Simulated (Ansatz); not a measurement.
The geometry is COD entry 1000026, unchecked; take it as a test cell. The listed cell was then made from it by scaling, straining or moving an atom.

An input for MgB2: DFT, LDA, all-electron PAW with datasets made for the crystal, scalar-relativistic (Ansatz 0.2.0).

Command: `ansatz run input.yaml --threads 1 --pin off --max-ram 6144MiB --backend cpu --events-out ev --progress --plain --runs-dir out` The run took 4.9 s on 1 thread of Intel(R) Xeon(R) 6975P-C (Granite Rapids), on a shared host, peak memory 0.46 GiB.

```yaml
crystal:
  lattice:
    - [3.0850007055, 0.0, 0.0]
    - [-1.5425003528, 2.6716889817, 0.0]
    - [0.0, 0.0, 3.62869]
  atoms:
    - { symbol: Mg, position: [0.0, 0.0, 0.0] }
    - { symbol: B, position: [0.3333333333, 0.6666666667, 0.5] }
    - { symbol: B, position: [0.6666666667, 0.3333333333, 0.5] }
kpoints:
  mp_grid: { grid: [12, 12, 9] }
scf:
  occupations: { method: fermi_dirac, width: 0.05 }
hamiltonian:
  xc: lda
  pseudopotentials: { kind: all_electron, datasets: crystal }
output:
  forces: true
  stress: true
  eigenvalues: true
  efg: { contact_densities: true }
```

Set-up and iterations as logged by Ansatz (the results part is left out, to be predicted):

```
hamiltonian.pseudopotentials.datasets: crystal makes datasets for this crystal and solves the spheres of its atoms anew in each pass: cutoff 320.0 eV, the density's 1280.0 eV; for an error of 0.50 meV an atom under PBE, 1.5 meV for the cell; an energy difference from a run of another recipe may be off by several times the error for the cell, under r2SCAN by more, where some 0.1 meV an atom stays at smaller errors; B in spheres of 0.889 Å, 3 of its electrons in bands; Mg in spheres of 1.376 Å, 2 of its electrons in bands, 8 on its site; only band paths and densities of states list, in semicore columns, the levels of the semicore shells that are solved separately: 2s of Mg, 2p of Mg
Engine: ansatz 0.2.0
Pseudopotentials: kind: all_electron
Pseudopotential: Mg, paw, valence charge 10, recommended cutoff 320 eV (normal), Koelling and Harmon's equation, gaussian nucleus
Pseudopotential: B, paw, valence charge 3, recommended cutoff 320 eV (normal), Koelling and Harmon's equation, gaussian nucleus
Functional definition: SPW92
  exchange = slater_x
  correlation = pw_c
Crystal: 3 atoms, lattice volume = 29.908 Å³
Basis set: ecut = 320 eV, 401 PW (Γ)
Bands: 8, of which v1, the nominal top of the filled ones, is band 4 counted from 1 (3 counted from 0)
Symmetry: 24 space group operations
Space group: P6/mmm (ITA 191), of the structure as read, at distance tolerance 3.1e-5 Å
k-points: 95 of 1296
Non-local potential: Mg, projectors of the file, l = 0: 1, l = 1: 1
Non-local potential: B, projectors of the file, l = 0: 1, l = 1: 1
PAW form: soft (Blöchl's): semilocal exchange-correlation on the pseudo side does not see the compensation charge
PAW one-centre angular grid: Mg, 110 points (default); XC on its mesh's 2015 points in the sphere
PAW one-centre angular grid: B, 110 points (default); XC on its mesh's 1937 points in the sphere
Initial density: superposition of atomic densities (neutral atoms: chi_scale 0, normalization atom)
Initial wavefunctions: pseudopotential atomic-orbital guess
Functional: x = slater, c = lda
iter 1 solved again at ethr=5.66e-2 eV; its pass at ethr=1.00e-1 eV (dr2=4.53e0 eV) is discarded
SCF iter   1: F=—  HF=-6771.211200 eV  |F-HF|=—  |Δ(HF+E_count)|=         —  Δρ=9.24e-2  dr2=4.62e0  ethr=5.66e-2  ⟨swp⟩=2.0  Hψ=4323  notcnv=0
SCF iter   2: F=—  HF=-6770.308258 eV  |F-HF|=—  |Δ(HF+E_count)|=   9.03e-1  Δρ=5.26e-2  dr2=1.65e0  ethr=5.66e-2  ⟨swp⟩=2.1  Hψ=1533  notcnv=0  defer=3
SCF iter   3: F=—  HF=-6769.852805 eV  |F-HF|=—  |Δ(HF+E_count)|=   4.55e-1  Δρ=2.05e-2  dr2=2.12e-1  ethr=2.06e-2  ⟨swp⟩=3.3  Hψ=2208  notcnv=0  defer=6
iter 4 solved again at ethr=2.62e-5 eV; its pass at ethr=2.65e-3 eV (dr2=2.10e-3 eV) is discarded
SCF iter   4: F=—  HF=-6769.779909 eV  |F-HF|=—  |Δ(HF+E_count)|=   7.29e-2  Δρ=2.55e-3  dr2=1.93e-3  ethr=2.62e-5  ⟨swp⟩=2.9  Hψ=3581  notcnv=0  defer=10
SCF iter   5: F=—  HF=-6769.778690 eV  |F-HF|=—  |Δ(HF+E_count)|=   1.22e-3  Δρ=5.58e-4  dr2=1.24e-4  ethr=2.41e-5  ⟨swp⟩=2.9  Hψ=1328  notcnv=0  defer=2
SCF iter   6: F=—  HF=-6769.778586 eV  |F-HF|=—  |Δ(HF+E_count)|=   1.05e-4  Δρ=1.48e-4  dr2=1.08e-5  ethr=1.56e-6  ⟨swp⟩=2.0  Hψ=1668  notcnv=0  defer=2
SCF iter   7: F=—  HF=-6769.778579 eV  |F-HF|=—  |Δ(HF+E_count)|=   6.83e-6  Δρ=3.81e-5  dr2=7.28e-7  ethr=1.34e-7  ⟨swp⟩=2.2  Hψ=1167  notcnv=0  defer=1
SCF iter   8: F=-6769.778578 eV  HF=-6769.778578 eV  |F-HF|=5.83e-9  |Δ(HF+E_count)|=   4.87e-7  Δρ=3.98e-6  dr2=6.11e-9  ethr=9.10e-9  ⟨swp⟩=2.9  Hψ=1276  notcnv=0  defer=1
```

**Question.** What pressure will this run report?

**Answer.** -10.23 GPa (positive in compression).
